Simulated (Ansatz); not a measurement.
**Does relaxation matter for the field gradients of SiC with nitrogen replacing C?**

Start: a supercell of SiC (zinc blende type, F-43m) built from an entry of the Crystallography Open Database (COD), with all atoms left at the host's positions.

Space group F-43m (No. 216); a = 13.0740 Å.

| site | Wyckoff | site symmetry | x | y | z |
| --- | --- | --- | --- | --- | --- |
| Si1 | 16e | .3m | 0.4167 | 0.0833 | 0.4167 |
| Si3 | 24g | 2.mm | 0.7500 | 0.0833 | 0.7500 |
| Si5 | 48h | ..m | 0.7500 | 0.9167 | 0.5833 |
| Si14 | 4d | -43m | 0.7500 | 0.7500 | 0.7500 |
| Si18 | 16e | .3m | 0.0833 | 0.5833 | 0.9167 |
| N | 4a | -43m | 0.5000 | 0.0000 | 0.5000 |
| C29 | 48h | ..m | 0.6667 | 0.0000 | 0.6667 |
| C32 | 16e | .3m | 0.8333 | 0.8333 | 0.6667 |
| C36 | 16e | .3m | 0.1667 | 0.6667 | 0.8333 |
| C42 | 24f | 2.mm | 0.0000 | 0.6667 | 0.0000 |

One atom of each set is listed; the run and its k-mesh use a cell of 54 atoms with edges of 9.24, 9.24, 9.24 Å.

The numbers come from a DFT calculation in Ansatz (PBE, plane waves and PAW, scalar-relativistic, 420 eV cutoff, Γ-centred 3×3×3 k-points, Fermi–Dirac smearing 0.01 eV, cell charge +1).

The largest force at the start is 1.1 eV/Å. Relaxing the ions at fixed cell moves them by 0.029 Å at most (atom 2, Si) and 0.011 Å rms.

```json
{"site": "Si1", "moved (Å)": "0.029", "first shell before": "1 N at 1.89 Å, 3 C at 1.89 Å", "first shell after": "3 C at 1.87 Å, 1 N at 1.92 Å", "V_zz before (10²¹ V/m²)": "5.29", "η before": "0.00"}
{"site": "Si3", "moved (Å)": "0.006", "first shell before": "4 C at 1.89 Å", "first shell after": "4 C at 1.88–1.90 Å", "V_zz before (10²¹ V/m²)": "-0.45", "η before": "0.46"}
{"site": "Si5", "moved (Å)": "0.008", "first shell before": "4 C at 1.89 Å", "first shell after": "4 C at 1.88–1.89 Å", "V_zz before (10²¹ V/m²)": "-0.27", "η before": "0.77"}
{"site": "Si18", "moved (Å)": "0.003", "first shell before": "4 C at 1.89 Å", "first shell after": "4 C at 1.89 Å", "V_zz before (10²¹ V/m²)": "0.056", "η before": "0.00"}
{"site": "N", "moved (Å)": "0.000", "first shell before": "4 Si at 1.89 Å", "first shell after": "4 Si at 1.92 Å", "V_zz before (10²¹ V/m²)": "0.00", "η before": "–"}
{"site": "C29", "moved (Å)": "0.013", "first shell before": "4 Si at 1.89 Å", "first shell after": "4 Si at 1.87–1.90 Å", "V_zz before (10²¹ V/m²)": "0.52", "η before": "0.17"}
{"site": "C32", "moved (Å)": "0.001", "first shell before": "4 Si at 1.89 Å", "first shell after": "4 Si at 1.88–1.89 Å", "V_zz before (10²¹ V/m²)": "-0.099", "η before": "0.00"}
{"site": "C36", "moved (Å)": "0.002", "first shell before": "4 Si at 1.89 Å", "first shell after": "4 Si at 1.88–1.89 Å", "V_zz before (10²¹ V/m²)": "-0.094", "η before": "0.00"}
{"site": "C42", "moved (Å)": "0.001", "first shell before": "4 Si at 1.89 Å", "first shell after": "4 Si at 1.88–1.89 Å", "V_zz before (10²¹ V/m²)": "-0.034", "η before": "0.11"}
```

Problem. How do the gradients change?

Solution. 

```csv
site,V_zz after,η after,change of V_zz
Si1,5.79,0.00,+0.50
Si3,-0.63,0.58,-0.18
Si5,0.38,0.79,–
Si18,0.11,0.00,+0.05
N,0.00,–,0.00
C29,0.38,0.33,-0.14
C32,-0.060,0.00,+0.04
C36,-0.054,0.00,+0.04
C42,-0.014,0.89,–
```

The largest change of V_zz along a kept axis is on Si1, from 5.29 to 5.79. In per cent, |V_zz| changes by +9 on Si, -27 on C (all sites that start above 0.5). Where |V_zz| stays above 0.1 and the axes keep their order, η moves most on C29, from 0.17 to 0.33. On Si5, C42 the largest principal value lies along another axis in the second run, so the two V_zz can't be compared directly. Other sites without a gradient aren't listed.

The defect repeats with the cell of 54 atoms, so it feels its images: sites between two images don't show the values beside a lone defect, and zeros or small values of η there can come from the images' arrangement. A uniform background compensates the cell's charge.
Before: The neighbours have not yet relaxed around the defect (largest force 1.1 eV/Å), so a real crystal will differ.
After: The relaxation keeps the site symmetry -43m of the start, so the impurity can't leave its site; a start off the site could end lower.
